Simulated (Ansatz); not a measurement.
**Mg2Mn3AlS8, one structure, two calculations**

Cell: a computed structure from the Materials Project (it need not be an observed phase).

```
Mg Mn Al S
1.0
     3.64608    2.10506    5.91780
    -3.64608    2.10506    5.91780
     0.00000   -4.21013    5.91780
Mg Mn Al S
2 3 1 8
Cartesian
  0.0000 0.0000 15.5354
  0.0000 0.0000 2.2180
  0.0000 2.1051 5.9178
  -1.8230 -1.0525 5.9178
  1.8230 -1.0525 5.9178
  0.0000 0.0000 8.8767
  0.0000 0.0000 13.1105
  0.0000 -1.8927 7.3470
  -1.6391 0.9463 7.3470
  1.6391 0.9463 7.3470
  1.6391 -0.9463 10.4064
  -1.6391 -0.9463 10.4064
  0.0000 0.0000 4.6429
  0.0000 1.8927 10.4064
```

Atom numbers follow the list; atoms alike are taken as one site, whose name carries the number of the first.

First run. Method: Kohn–Sham DFT in Ansatz, PBE, plane waves and PAW, scalar-relativistic, collinear spin, 420 eV cutoff, Γ-centred 5×5×5 k-points, Fermi–Dirac smearing 0.02 eV. Start moments as typed (μB): 4 on each Mn, none on the rest.

| site | atom | V_zz (10²¹ V/m²) | η | m (μB) |
| --- | --- | --- | --- | --- |
| Mg | 1 | 0.017 | 0.00 | 0.02 |
| Mn3 | 3 | -0.99 | 0.44 | 3.64 |
| Mn5 | 5 | -0.99 | 0.44 | 3.64 |
| Al | 6 | -0.27 | 0.00 | 0.03 |
| S7 | 7 | -2.94 | 0.00 | 0.00 |
| S8 | 8 | -2.13 | 0.81 | -0.01 |
| S9 | 9 | -2.13 | 0.81 | -0.01 |

Second run. The same atoms and settings, except that the mesh is 6×6×6, the Fermi–Dirac smearing is 0.05 eV and the start moments (μB) are 0 0 4 4 -4 0 0 0 0 0 0 0 0 0 by atom.

**Question.** Given the first result, estimate the second.

**Answer.** 

| site | atom | V_zz | η | change of V_zz | m (μB) |
| --- | --- | --- | --- | --- | --- |
| Mg | 1 | 0.079 | 0.65 | +0.06 | 0.01 |
| Mn3 | 3 | 0.95 | 0.64 | – | 3.52 |
| Mn5 | 5 | -0.91 | 0.25 | – | -3.49 |
| Al | 6 | -0.25 | 0.16 | +0.02 | 0.01 |
| S7 | 7 | -1.48 | 0.73 | +1.46 | -0.01 |
| S8 | 8 | -2.05 | 0.62 | +0.08 | -0.01 |
| S9 | 9 | -1.71 | 0.86 | +0.42 | -0.02 |

The largest change of V_zz along a kept axis is on S7, from -2.94 to -1.48. In per cent, |V_zz| changes by -50 to -4 on S (all sites that start above 2). Where |V_zz| stays above 0.1 and the axes keep their order, η moves most on S7, from 0.00 to 0.73. On Mn3, Mn5 the largest principal value lies along another axis in the second run, so the two V_zz can't be compared directly. The absolute magnetisation of the cell goes from 12.6 to 12.1 μB.

Semilocal functionals can leave a metal where correlation in the d or f shell opens a gap in the real compound, and that would change the values at and beside Mn. The magnetic order is the one that the run reached from its start moments, not necessarily the measured one.
For the first run: All moments are parallel here, as the start or the cell imposes; many such compounds order antiparallel, where fields and spin densities carried over to other atoms largely cancel.
For the second run: The largest force is 0.3 eV/Å, so the atoms aren't at the calculated equilibrium and relaxing them would move these values. The electronic state that the run reached has lower symmetry than the atoms (orbital or charge order), so like atoms can differ and cubic sites can carry a gradient.
